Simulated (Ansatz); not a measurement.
BN — ¹¹B NMR of the central transition

Cell: a computed structure from the Materials Project (it need not be an observed phase), its atoms then relaxed with PBE in this cell.

```xyz
4
Lattice="2.5016 0.0000 0.0000 -1.2508 2.1665 0.0000 0.0000 0.0000 7.3693" Properties=species:S:1:pos:R:3 pbc="T T T"
B     1.2508    0.7222    5.5270
B     0.0000    1.4443    1.8423
N     0.0000    0.0000    5.5270
N     0.0000    0.0000    1.8423
```

Atom numbers follow the list; atoms alike are taken as one site, whose name carries the number of the first.

The numbers come from a DFT calculation in Ansatz (r2SCAN, plane waves and PAW, scalar-relativistic, 500 eV cutoff, Γ-centred 14×14×4 k-points, Fermi–Dirac smearing 0.02 eV).

¹¹B has I = 3/2 and Q = 40.59 mb (Pyykkö 2018); at 21.1 T its Larmor frequency is ν₀ = 288.3 MHz. Only the quadrupole interaction is simulated: positions count from each site's isotropic chemical shift, and J coupling is left out, as are shift anisotropy and dipolar coupling, which fast spinning averages.

Simulated pattern of one B site (fast magic-angle spinning, Gaussian broadening 0.09 kHz):

```json
{"offset (kHz)": "-1.854", "height": "0"}
{"offset (kHz)": "-1.800", "height": "2"}
{"offset (kHz)": "-1.745", "height": "5"}
{"offset (kHz)": "-1.690", "height": "6"}
{"offset (kHz)": "-1.636", "height": "6"}
{"offset (kHz)": "-1.581", "height": "6"}
{"offset (kHz)": "-1.527", "height": "6"}
{"offset (kHz)": "-1.472", "height": "6"}
{"offset (kHz)": "-1.417", "height": "6"}
{"offset (kHz)": "-1.363", "height": "7"}
{"offset (kHz)": "-1.308", "height": "7"}
{"offset (kHz)": "-1.254", "height": "7"}
{"offset (kHz)": "-1.199", "height": "12"}
{"offset (kHz)": "-1.144", "height": "43"}
{"offset (kHz)": "-1.090", "height": "81"}
{"offset (kHz)": "-1.035", "height": "68"}
{"offset (kHz)": "-0.981", "height": "53"}
{"offset (kHz)": "-0.926", "height": "47"}
{"offset (kHz)": "-0.871", "height": "43"}
{"offset (kHz)": "-0.817", "height": "42"}
{"offset (kHz)": "-0.762", "height": "41"}
{"offset (kHz)": "-0.708", "height": "41"}
{"offset (kHz)": "-0.653", "height": "41"}
{"offset (kHz)": "-0.598", "height": "43"}
{"offset (kHz)": "-0.544", "height": "45"}
{"offset (kHz)": "-0.489", "height": "48"}
{"offset (kHz)": "-0.435", "height": "54"}
{"offset (kHz)": "-0.380", "height": "65"}
{"offset (kHz)": "-0.325", "height": "90"}
{"offset (kHz)": "-0.271", "height": "100"}
{"offset (kHz)": "-0.216", "height": "40"}
{"offset (kHz)": "-0.162", "height": "4"}
```

Question: Which |C_Q| and η does the pattern imply?

Answer: The pattern spans 1.53 kHz before broadening and its centre of gravity is at -0.713 kHz, which fixes P_Q; the places of the horns and steps fix η. That gives P_Q = 2.87 MHz, |C_Q| = 2.87 MHz and η = 0.00. The sign of C_Q can't be read from the pattern.

An axis of threefold or higher order runs through B, so V_zz lies along it and η is zero.

Hardware: 4 threads of Intel Xeon Platinum 8375C CPU @ 2.90GHz (Ice Lake) (x86_64; 48 cores open to the job, memory cap 10.0 GiB, no GPU), a shared host with a load of 0.5 a core. Wall time 2 s, CPU time 5.9 s, peak memory 0.49 GiB.
